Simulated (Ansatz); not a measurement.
Cd (hcp (Mg type), P6_3/mmc) is relaxed with DFT-PBE+D3(BJ) in the program Ansatz with PAW potentials. What lattice parameters of the conventional cell result?

a = 2.995 Å, c = 5.467 Å.

The PBE+D3(BJ) relaxation kept the symmetry of its start. The pairwise dispersion correction was not fitted to metals. Axis ratios of metals converge slowly with the k-mesh, so a and c are less sure than the volume.

Potentials: the later of the program's two PAW sets.
